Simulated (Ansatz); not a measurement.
# E(M) for HfMo (Cmmm)

The source of the geometry is a structure from the Materials Project; atoms and cell stay fixed.

The runs share PBE, 10×10×7 k mesh, Fermi–Dirac smearing of 0.05 eV. PAW means Ansatz 0.2.0 on its default frozen-core files; LAPW is all-electron LAPW in Ansatz 0.2.0. Site moments are integrated in spheres about the atoms, whose radii differ between the methods.

Input of the first run:

```yaml
crystal:
  lattice:
    - [1.6712035, -2.472467, 0.0]
    - [1.6712035, 2.472467, 0.0]
    - [0.0, 0.0, 4.447011]
  atoms:
    - { symbol: Hf, position: [0.0, 0.0, 0.0], spin: 0.6 }
    - { symbol: Mo, position: [0.5, 0.5, 0.5], spin: 1.5 }
magnetization:
  spin_polarized: true
kpoints:
  mp_grid: { grid: [10, 10, 7] }
scf:
  occupations: { method: fermi_dirac, width: 0.05 }
  lower_state_search: "off"
hamiltonian:
  xc: pbe
  pseudopotentials: { kind: paw }
output:
  forces: true
  stress: true
  eigenvalues: true
  populations: true
  dos: { projected: true, de: 0.1, e_range: [-8, 5] }
  write_density: true
  write_potential: true
  elf: true
  volumetric_format: npy
```

Command: `ansatz run input.yaml --threads 1 --pin off --max-ram 3072MiB --backend cpu --events-out ev --progress --plain --runs-dir out`

The input for «total moment held at 3.2 μB» by PAW differs from it in these lines, output keys apart:

```diff
-    - { symbol: Hf, position: [0.0, 0.0, 0.0], spin: 0.6 }
-    - { symbol: Mo, position: [0.5, 0.5, 0.5], spin: 1.5 }
+    - { symbol: Hf, position: [0.0, 0.0, 0.0], spin: 1.6 }
+    - { symbol: Mo, position: [0.5, 0.5, 0.5], spin: 1.6 }
+  initial_magnetization: 3.2
+  spin_locking: { lock_magnetization: hard }
```

The input for «total moment held at 1.8 μB» by LAPW differs from it in these lines, output keys apart:

```diff
-    - { symbol: Hf, position: [0.0, 0.0, 0.0], spin: 0.6 }
-    - { symbol: Mo, position: [0.5, 0.5, 0.5], spin: 1.5 }
+    - { symbol: Hf, position: [0.0, 0.0, 0.0], spin: 0.9 }
+    - { symbol: Mo, position: [0.5, 0.5, 0.5], spin: 0.9 }
+  initial_magnetization: 1.8
+  spin_locking: { lock_magnetization: hard }
-  pseudopotentials: { kind: paw }
+  pseudopotentials: { kind: all_electron, lapw: { basis_error: 0.001 } }
```

The total moment M of the cell is held by giving each spin its own Fermi level. Half their difference over μB is the field that would hold M, so μB·B = dF/dM. Energies count from each method's free run. The held moment starts spread evenly over Hf1, Mo2.

The free PAW run: The moments died out: the run ends unmagnetised.

```tsv
M (μB/cell)	ΔF PAW (meV/cell)	ΔF LAPW (meV/cell)	B, PAW (T)	largest site moment, PAW (μB)	pressure, PAW (GPa)
0.00	0.0	–	–	0.00	0.2
0.40	+20.6	+20.6	+1926	0.13	0.5
0.80	+90.8	–	+4064	0.27	1.2
1.20	+206.9	–	+6008	0.45	?
1.80	+485.8	+485.5	?	0.75	4.3
2.40	+925.1	+924.6	+14214	1.08	7.2
3.20	+1659.0	+1658.0	+17884	1.50	12.5
```

Task: Give the missing entry: row "1.80", column "B, PAW (T)".

Result: +10443.

Task: Fill in "pressure, PAW (GPa)" for the row "1.20".

Result: 2.1.

Task: The unpolarised density of states at the Fermi level, averaged over the smearing, is 2.20 states/eV per cell. What Stoner enhancement follows from the smallest held moment?

Result: S = M/(μB·B·N) = 0.40/(0.1115 eV × 2.20/eV) ≈ 1.6, so I·N/2 ≈ 0.39; the Stoner criterion for ferromagnetism asks for 1. On this mesh S is a rough figure.

Task: Check μB·B = dF/dM between M = 0.40 and 0.80 μB with the PAW numbers.

Result: ΔF/ΔM = +70.2 meV / 0.40 = +175.5 meV per μB, which is +3032 T with μB = 0.05788 meV/T. The mean of the two holding fields is +2995 T. The slope equals the mean of B over the step, so the two agree where B(M) is nearly straight between its ends, and here they lie within a tenth of each other.

Separate runs put a uniform field on the spins (g = 2):

```tsv
field (T)	M PAW (μB/cell)	M LAPW (μB/cell)
200	0.051	0.051
1000	0.231	0.231
3000	0.591	0.591
```

The Ansatz runs typed with the search for lower states off end where their start leads. Spin–orbit coupling is left out although heavy atoms are present. None of this fixes the real material's magnetic order: only patterns that fit the cell were computed, at zero temperature, with a functional that can overstate moments.
